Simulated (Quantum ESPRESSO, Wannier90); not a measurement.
**Wannierisation of LiAuF6 (R-3)**

```
begin unit_cell_cart
ang
   -2.4689899733    4.2764160771    0.0000000000
   -4.9379799466    0.0000000000    0.0000000000
   -2.4689899733    1.4254720257    4.5196400000
end unit_cell_cart
begin atoms_frac
Li   0.5000000000  0.5000000000  0.5000000000
Au   0.0000000000  0.0000000000  0.0000000000
F   -0.0976500000  0.2415000000  0.2466570000
F    0.0976500000 -0.2415000000 -0.2466570000
F   -0.3905070000 -0.0976500000  0.2466570000
F    0.3905070000  0.0976500000 -0.2466570000
F    0.2415000000 -0.3905070000  0.2466570000
F   -0.2415000000  0.3905070000 -0.2466570000
end atoms_frac
```

Cell from Materials Project (mp-1079483), symmetrised, no further relaxation. Not found in the COD (Crystallography Open Database) copy used; not checked further. Level: PBEsol, no spin polarisation, no spin-orbit coupling; pw.x of Quantum ESPRESSO at 68 Ry with PseudoDojo potentials, 4×4×4 k-points, Wannier90. Density: 8×8×8 mesh, cold smearing 0.01 Ry. Spin-orbit coupling is left out although heavy elements are present.

A tight-binding model is made by disentanglement and projection with no localisation steps (num_iter = 0), so the 23 orbitals stay atom-like: hydrogen-like Au: d; F: p, axes along x, y, z; frozen window up to 3.47 eV relative to the valence-band maximum. It follows pw.x to 0.2 meV rms for states up to 2.2 eV relative to the valence-band maximum. Matrix elements depend on this choice of orbitals and windows.

The 30 largest hoppings ⟨m,0|H|n,R⟩ between different sites (one of each Hermitian pair; signs follow the real orbitals' lobes; the list may end inside a set of equal values):

```tsv
m	n	R	distance of the centres (Å)	t (eV)
F3 px	Au2 dxz	0 0 0	1.92	1.921
F4 px	Au2 dxz	0 0 0	1.92	-1.921
F7 py	Au2 dyz	0 0 0	1.91	1.383
F8 py	Au2 dyz	0 0 0	1.91	-1.383
F3 pz	Au2 dx2-y2	0 0 0	1.91	1.295
F4 pz	Au2 dx2-y2	0 0 0	1.91	-1.295
F5 px	Au2 dyz	0 0 0	1.91	-1.187
F6 px	Au2 dyz	0 0 0	1.91	1.187
F5 pz	Au2 dxy	0 0 0	1.91	-1.180
F6 pz	Au2 dxy	0 0 0	1.91	1.180
F5 py	Au2 dxz	0 0 0	1.91	-1.171
F6 py	Au2 dxz	0 0 0	1.91	1.171
F5 py	Au2 dyz	0 0 0	1.91	1.168
F6 py	Au2 dyz	0 0 0	1.91	-1.168
F7 py	Au2 dxz	0 0 0	1.91	1.063
F8 py	Au2 dxz	0 0 0	1.91	-1.063
F7 pz	Au2 dxy	0 0 0	1.91	1.063
F8 pz	Au2 dxy	0 0 0	1.91	-1.063
F7 px	Au2 dyz	0 0 0	1.91	1.047
F8 px	Au2 dyz	0 0 0	1.91	-1.047
F3 py	Au2 dxy	0 0 0	1.90	0.926
F4 py	Au2 dxy	0 0 0	1.90	-0.926
F3 pz	Au2 dxz	0 0 0	1.91	-0.922
F4 pz	Au2 dxz	0 0 0	1.91	0.922
F5 px	Au2 dx2-y2	0 0 0	1.91	-0.918
F6 px	Au2 dx2-y2	0 0 0	1.91	0.918
F7 px	Au2 dx2-y2	0 0 0	1.91	-0.907
F8 px	Au2 dx2-y2	0 0 0	1.91	0.907
F7 py	Au2 dxy	0 0 0	1.91	0.890
F8 py	Au2 dxy	0 0 0	1.91	-0.890
```
